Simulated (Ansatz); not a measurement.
Theory: DFT PBE, scalar-relativistic, plane waves, PAW in Ansatz. All cells share a 420 eV cutoff and Γ-centred k meshes spaced at most about 0.3 Å⁻¹ (about 0.25 or finer for metals, 2π included). No spin polarisation in the final relaxations.

Temperature and zero-point effects are left out.

Two relaxed structures of Al₂GaP₃:

A.

```xyz
6
Lattice="4.1423 0.0000 0.0000 -2.0712 3.5874 0.0000 0.0000 0.0000 6.9700" Properties=species:S:1:pos:R:3 pbc="T T T"
Al    2.0712    1.1958    1.9356
Al    2.0712    1.1958    5.0344
Ga    0.0000    0.0000    0.0000
P     0.0000    0.0000    3.4850
P     0.0000    2.3916    0.0000
P     0.0000    2.3916    3.4850
```

B.

```xyz
6
Lattice="5.3005 0.0000 0.0000 -2.6502 4.5904 0.0000 0.0000 0.0000 4.2403" Properties=species:S:1:pos:R:3 pbc="T T T"
Al    0.0000    3.0602    0.0000
Al    2.6502    1.5301    0.0000
Ga    0.0000    0.0000    0.0000
P     2.6502    0.0000    2.1201
P     1.3251    2.2952    2.1201
P    -1.3251    2.2952    2.1201
```

Problem. Which is lower in energy, and by how much?

Solution. B is lower, by 54 meV/atom. A has space group P-6m2 (No. 187), 17.3 Å³/atom and no gap on its mesh; B has space group P6/mmm (No. 191), 17.2 Å³/atom and no gap. Counting P atoms around Al and Ga (those within 1.25 times the shortest such distance or 1.15 times the sum of covalent radii, 1.27 where that leaves under three; the shortest distance is added where it exceeds 1.18 times the sum of covalent radii), A has Al 9 from 2.8 Å, Ga 3 and B has Al 6, Ga 12 from 3.4 Å. A holds P–P nets (shortest 2.39 Å); in B the shortest P–P distance is 2.65 Å, near bonding range too. Even the lower one lies +0.25 eV/atom against the reference forms of the elements (uncorrected), so neither is stable at this level. Both come from invented guesses. A third cell relaxed alike, in P4mm, lies 0.40 eV/atom below the lower of the two.

Cells relaxed within their symmetry can be saddle points.
